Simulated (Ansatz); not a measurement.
A scan (energy against volume; even scaling of the relaxed cell, symmetry kept) gave these values. Method: r2SCAN (plane waves to 500 eV, PAW, scalar-relativistic; Ansatz, a first-principles code).

- Bulk modulus B₀ (third-order Birch-Murnaghan fit) = 43.8 GPa
- Pressure derivative B₀′ (fit) = 5.2
- Equilibrium volume of the fit = 27.31 Å³/atom

### Question
Of these crystals, all scanned alike, which one is it?
(A) CuI (zinc blende)
(B) Ge (diamond)
(C) CoSi₂ (fluorite type, space group Fm-3m)
(D) TiC (rock salt)

### Answer
A, CuI (zinc blende). The others have, for the bulk modulus: CoSi2 196 GPa, TiC 262 GPa, Ge 70.6 GPa

All were relaxed with their symmetry unable to fall. CoSi2 is run without spin polarisation. CuI is run without spin polarisation. Spin-orbit coupling is left out. TiC is run without spin polarisation.

(A scan under strain: stresses follow from slopes of the energy per volume, elastic moduli from its curvatures.)
